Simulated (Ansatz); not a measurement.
CaO (rock salt, Fm-3m), a = 4.707 Å, b = 4.707 Å, c = 4.707 Å, α = 90.00°, β = 90.00°, γ = 90.00°; the cell used has 2 atoms.

This is the LDA-relaxed structure.

All from the program Ansatz at the LDA level (PAW), unless another level is named. Give the formation energy from the elements (no fitted shifts).

-3.19 eV/atom.

What about the hole effective mass, band 3 of 3 at the edge?

0.33 along [100], 0.43 along [110], 0.48 along [111] (mₑ).

What about the electron effective mass?

0.40, 0.40, 1.4 mₑ (principal values).

And the smallest direct gap on the standard path?

3.81 eV.

What about the conduction-band minimum?

at X (3 equivalent valleys).

The cell was relaxed with LDA under the symmetry of its start; phonons on a q-mesh show no instability. The references are the lowest solids computed at this level, not always the standard phases (solids in place of the gases).

Potentials: the earlier of the program's two PAW sets.
